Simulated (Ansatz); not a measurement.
## Profile along the S–Cd line in CdS (zinc blende)

CdS (zinc blende), conventional cell a = b = c = 5.8791 Å, α = β = γ = 90.00°. The calculation uses the primitive cell of 2 atoms, to which meshes and values per cell refer.

Fields along a shortest S–Cd line of a {110} plane (2.55 Å), from S to Cd, interpolated on the slice's grid (step about 0.2 Å). Level of theory: r2SCAN (plane waves to 500 eV, PAW, scalar-relativistic; Ansatz, a quantum-chemistry and plane-wave program). k mesh 10×10×10. Inside the PAW spheres the values are not all-electron values, and peaks at nuclei hang on which shells count as valence. CdS was relaxed with its symmetry unable to fall. The PAW data are Ansatz's earlier set.

```json
[
 {"distance from S (Å)": "0.00", "valence electron density (e/Å³)": "0.07", "electron localisation function": "x", "density of the highest valence band (e/Å³)": "0.000", "density of the lowest conduction band (e/Å³)": "0.023"},
 {"distance from S (Å)": "0.13", "valence electron density (e/Å³)": "0.17", "electron localisation function": "x", "density of the highest valence band (e/Å³)": "0.040", "density of the lowest conduction band (e/Å³)": "0.040"},
 {"distance from S (Å)": "0.26", "valence electron density (e/Å³)": "0.52", "electron localisation function": "x", "density of the highest valence band (e/Å³)": "0.133", "density of the lowest conduction band (e/Å³)": "0.076"},
 {"distance from S (Å)": "0.38", "valence electron density (e/Å³)": "0.88", "electron localisation function": "x", "density of the highest valence band (e/Å³)": "0.229", "density of the lowest conduction band (e/Å³)": "0.109"},
 {"distance from S (Å)": "0.51", "valence electron density (e/Å³)": "1.14", "electron localisation function": "0.63", "density of the highest valence band (e/Å³)": "0.284", "density of the lowest conduction band (e/Å³)": "0.118"},
 {"distance from S (Å)": "0.64", "valence electron density (e/Å³)": "1.17", "electron localisation function": "0.82", "density of the highest valence band (e/Å³)": "0.282", "density of the lowest conduction band (e/Å³)": "0.099"},
 {"distance from S (Å)": "0.77", "valence electron density (e/Å³)": "1.02", "electron localisation function": "0.88", "density of the highest valence band (e/Å³)": "0.241", "density of the lowest conduction band (e/Å³)": "0.066"},
 {"distance from S (Å)": "0.89", "valence electron density (e/Å³)": "0.81", "electron localisation function": "0.88", "density of the highest valence band (e/Å³)": "0.186", "density of the lowest conduction band (e/Å³)": "0.034"},
 {"distance from S (Å)": "1.02", "valence electron density (e/Å³)": "0.61", "electron localisation function": "0.82", "density of the highest valence band (e/Å³)": "0.135", "density of the lowest conduction band (e/Å³)": "0.016"},
 {"distance from S (Å)": "1.15", "valence electron density (e/Å³)": "0.47", "electron localisation function": "0.62", "density of the highest valence band (e/Å³)": "0.093", "density of the lowest conduction band (e/Å³)": "0.011"},
 {"distance from S (Å)": "1.27", "valence electron density (e/Å³)": "0.41", "electron localisation function": "0.33", "density of the highest valence band (e/Å³)": "0.060", "density of the lowest conduction band (e/Å³)": "0.016"},
 {"distance from S (Å)": "1.40", "valence electron density (e/Å³)": "0.42", "electron localisation function": "0.16", "density of the highest valence band (e/Å³)": "0.034", "density of the lowest conduction band (e/Å³)": "0.027"},
 {"distance from S (Å)": "1.53", "valence electron density (e/Å³)": "0.55", "electron localisation function": "0.16", "density of the highest valence band (e/Å³)": "0.014", "density of the lowest conduction band (e/Å³)": "0.039"},
 {"distance from S (Å)": "1.66", "valence electron density (e/Å³)": "1.05", "electron localisation function": "0.24", "density of the highest valence band (e/Å³)": "0.003", "density of the lowest conduction band (e/Å³)": "0.045"},
 {"distance from S (Å)": "1.79", "valence electron density (e/Å³)": "2.39", "electron localisation function": "0.32", "density of the highest valence band (e/Å³)": "0.004", "density of the lowest conduction band (e/Å³)": "0.035"},
 {"distance from S (Å)": "1.91", "valence electron density (e/Å³)": "4.95", "electron localisation function": "0.41", "density of the highest valence band (e/Å³)": "0.014", "density of the lowest conduction band (e/Å³)": "0.014"},
 {"distance from S (Å)": "2.04", "valence electron density (e/Å³)": "8.94", "electron localisation function": "0.54", "density of the highest valence band (e/Å³)": "0.023", "density of the lowest conduction band (e/Å³)": "0.005"},
 {"distance from S (Å)": "2.17", "valence electron density (e/Å³)": "14.27", "electron localisation function": "x", "density of the highest valence band (e/Å³)": "0.023", "density of the lowest conduction band (e/Å³)": "0.035"},
 {"distance from S (Å)": "2.29", "valence electron density (e/Å³)": "20.08", "electron localisation function": "x", "density of the highest valence band (e/Å³)": "0.014", "density of the lowest conduction band (e/Å³)": "0.112"},
 {"distance from S (Å)": "2.42", "valence electron density (e/Å³)": "24.78", "electron localisation function": "x", "density of the highest valence band (e/Å³)": "0.004", "density of the lowest conduction band (e/Å³)": "0.200"},
 {"distance from S (Å)": "2.55", "valence electron density (e/Å³)": "25.66", "electron localisation function": "x", "density of the highest valence band (e/Å³)": "0.002", "density of the lowest conduction band (e/Å³)": "0.220"}
]
```

x: too close to a nucleus for the ELF to mean much. Band densities are of whole bands, smooth part only.

Density on the S–Cd line (2.55 Å) at its density minimum, 1.3 Å from S: 0.40 e/Å³. ELF at that point: 0.2. Element round which the density of the highest valence band (whole band, smooth part) is largest on this plane: S.
